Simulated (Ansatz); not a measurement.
Consider the following.

SiC:
```xyz
2
Lattice="0.0000 2.1899 2.1899 2.1899 0.0000 2.1899 2.1899 2.1899 0.0000" Properties=species:S:1:pos:R:3 pbc="T T T"
C      3.2848     3.2848     3.2848
Si     0.0000     0.0000     0.0000
```

This is the PBE-relaxed structure.

**Question.** All from PBE (plane waves, PAW; program Ansatz), unless another level is named. Estimate the hole effective mass, band 1 of 3 at the edge.

**Answer.** 0.59 along [100], 14 along [110], 1.6 along [111] (mₑ).

**Question.** And the smallest direct gap on the standard path?

**Answer.** 4.53 eV.

**Question.** What about the electron effective mass?

**Answer.** 0.23, 0.23, 0.68 mₑ (principal values).

**Question.** Next, the weight of the conduction-edge state by species (Voronoi cells)?

**Answer.** Si 64 %, C 36 %.

**Question.** Next, the weight of the valence-edge state by species (Voronoi cells)?

**Answer.** C 79 %, Si 21 %.

**Question.** Give the valence-band maximum.

**Answer.** at Γ.

Space group F-43m (zinc blende). The cell was relaxed with PBE under the symmetry of its start.

Potentials: the later of the program's two PAW sets.
